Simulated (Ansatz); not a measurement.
NaF:
```
NaF
1.0
    3.89224     0.00000     0.00000
   -1.94612     3.37078     0.00000
    0.00000     0.00000     4.58455
Na F
2 2
Cartesian
  0.00000   2.24719   3.43841
  1.94612   1.12359   1.14614
  1.94612   1.12359   3.43841
  0.00000   2.24719   1.14614
```

Relaxed with PBEsol.

Problem. Give the optical modes at the zone centre with their infrared activity from DFPT, the program Ansatz at the PBEsol level (PAW).

Solution. Transverse frequencies, without the LO–TO term; a row sums one degenerate level.

```tsv
ω (cm⁻¹)	degeneracy	IR ((D/Å)²/amu)	activity	symmetry
143	2	0.00	IR-inactive	E2g
237	1	0.00	IR-inactive	B1g
251	1	4.61	IR	A2u
271	2	8.15	IR	E1u
272	2	0.00	IR-inactive	E2g
289	1	0.00	IR-inactive	B1g
```

Problem. How high does the top mode go among those that the LO–TO term moves?

Solution. 395 cm⁻¹ for q along x, 395 cm⁻¹ for q along y, 395 cm⁻¹ for q along z.

Space group P6_3/mmc. The start of the workflow was typed in or built on a structure type; neither database checked (COD, Materials Project) lists it. It is not the phase usual at ambient conditions (space group No. 225). The cell was relaxed with PBEsol under the symmetry of its start; phonons on a q-mesh show no instability.

Potentials: the later of the program's two PAW sets.
